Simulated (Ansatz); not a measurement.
**Zone-centre modes in BP**

Computed with Ansatz 0.2.0, DFT r2SCAN, scalar-relativistic, plane waves, PAW. Cutoff 500 eV, Γ-centred 10×10×10 k-points, Gaussian smearing of 0.05 eV. No spin polarisation.

Reference structure (relaxed at this level):

```yaml
crystal:
  lattice:
    - [0.00000, 2.26827, 2.26827]
    - [2.26827, 0.00000, 2.26827]
    - [2.26827, 2.26827, 0.00000]
  atoms:
    - { symbol: B, position: [0.00000, 0.00000, 0.00000] }
    - { symbol: P, position: [0.75000, 0.75000, 0.75000] }
```

Harmonic modes by finite displacements of 0.02 Å, without the LO–TO term.

(1) At this geometry, is the structure stable against these modes?

(2) List the wavenumbers in cm⁻¹.

Answers

(1) Yes: no mode is imaginary beyond 10 cm⁻¹, and only the three translations lie near zero.

(2) 0, 0, 0, 818, 818, 818.

Cost: 1 run of about 0.29 core-minutes, on Arm Neoverse V2 (shared hosts).